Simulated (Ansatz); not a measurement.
TlBr:
```
TlBr
1.0
    0.00000     3.21045     3.21045
    3.21045     0.00000     3.21045
    3.21045     3.21045     0.00000
Tl Br
1 1
Cartesian
  0.00000   0.00000   0.00000
  3.21045   3.21045   3.21045
```

Tensor components refer to the Cartesian frame of this cell.

Problem. Give the high-frequency dielectric tensor and the Born effective charge tensors of the independent atoms from DFPT, plane-wave PAW LDA (Ansatz code).

Solution. 
ε∞:
```
6.02  0.00  0.00
0.00  6.02  0.00
0.00  0.00  6.02
```
Z* of atom 1 (Tl), rows: field, columns: displacement, in e:
```
1.99  0.00  0.00
0.00  1.99  0.00
0.00  0.00  1.99
```
Z* of atom 2 (Br), rows: field, columns: displacement, in e:
```
-1.99   0.00   0.00
 0.00  -1.99   0.00
 0.00   0.00  -1.99
```

Static charges for comparison (Bader): Tl1 +0.58, Br2 -0.58 e. Born charges measure polarisation by displacement and can exceed these by far.

Space group Fm-3m (rock salt). The workflow started from a Materials Project entry (that database holds measured and hypothetical structures alike); the Crystallography Open Database copy checked does not list it. COD files the formula under space group No. 221. Its standing as an ambient phase is unchecked. The cell was relaxed with LDA under the symmetry of its start; its stability against distortions is not shown here. Scalar-relativistic: spin–orbit coupling is off unless named, which matters more the heavier the elements.

Potentials: the later of the program's two PAW sets.
